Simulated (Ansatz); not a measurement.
Relaxed-ion elastic tensor of TiSi2 in space group Cmcm (No. 63; Ti on 4c, Si on 4c, Si on 4c) in GPa (Voigt order), PBE in the plane-wave PAW code Ansatz; density 4.01 g/cm³, 14.35 Å³ per atom.

```
 264  61.7   101   0.0   0.0   0.0
61.7   191  59.3   0.0   0.0   0.0
 101  59.3   301   0.0   0.0   0.0
 0.0   0.0   0.0   119   0.0   0.0
 0.0   0.0   0.0   0.0   134   0.0
 0.0   0.0   0.0   0.0   0.0   110
```

Is the crystal mechanically stable?

Yes: the smallest eigenvalue of C is 110 GPa.

Work out the Voigt, Reuss and Hill averages.

K_V = 133, K_R = 126, K_H = 130; G_V = 108, G_R = 104, G_H = 106 GPa.

Give Young's modulus, Poisson's ratio, Pugh's ratio and the universal anisotropy index.

E = 9KG/(3K + G) = 250 GPa; ν = 0.18; K/G = 1.22 (brittle by the Pugh limit of 1.75); A_U = 5G_V/G_R + K_V/K_R − 6 = 0.28.

Estimate the sound speeds and the Debye temperature.

v_l = √((K + 4G/3)/ρ) = 8210 m/s, v_t = √(G/ρ) = 5140 m/s, mean 5660 m/s; Θ = (h/k)(3n/4πV)^(1/3) v_m = 693 K.

Solve the Christoffel equation for the three sound speeds along x, y, z.

Eigenvalues of C_ijkl n_j n_l equal ρv². In km/s, slowest first: x 5.24, 5.77, 8.11; y 5.24, 5.45, 6.89; z 5.45, 5.77, 8.66.

How much does each axis shrink under pressure?

Linear compressibilities β_i = Σ_j S_ij (j = 1 to 3): x 2.2, y 4.0, z 1.8 per TPa.

The cell was relaxed with PBE under the symmetry of its start; of distortions, only those at the zone centre were tested. The run is not spin-polarised. As this level gives no gap, shear constants depend on the k-mesh and smearing (Fermi–Dirac, 0.1 eV here).

Potentials: the later of the program's two PAW sets.
